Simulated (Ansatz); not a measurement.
Polymorphs of Cr, each relaxed with the program Ansatz at the r²SCAN level (PAW):

A: bcc (W type) (Im-3m)
a = 2.9592 Å, b = 2.9592 Å, c = 2.9592 Å, α = 90.00°, β = 90.00°, γ = 90.00°

| atom | site | symmetry | x | y | z |
|---|---|---|---|---|---|
| Cr | 2a | m-3m | 0.0000 | 0.0000 | 0.0000 |

B: β-Sn type (I4_1/amd)
a = b = 4.4484 Å, c = 2.4383 Å, α = β = γ = 90.00°

| atom | site | symmetry | x | y | z |
|---|---|---|---|---|---|
| Cr | 4a | -4m2 | 0.0000 | 0.0000 | 0.0000 |

**Question.** Put the candidates in order of energy per atom at 0 K, lowest first, for r²SCAN.

**Answer.** A (+0 meV/atom), B (+1042 meV/atom)

Spin orders computed, not proven ground states: A antiferromagnetic. Constructed cells (a structure type filled with these elements, in neither database checked): B. Not the usual ambient phase: B. Began spin-polarised and lost the moments: B. Unstable at this level: B. All cells were relaxed under the symmetry of their starts (and spin orders); stability against distortions was not tested throughout.

Energies hold the estimated change up to a 700 eV cutoff; steps of a few meV lie near the error of the meshes.

Potentials: the later of the program's two PAW sets.
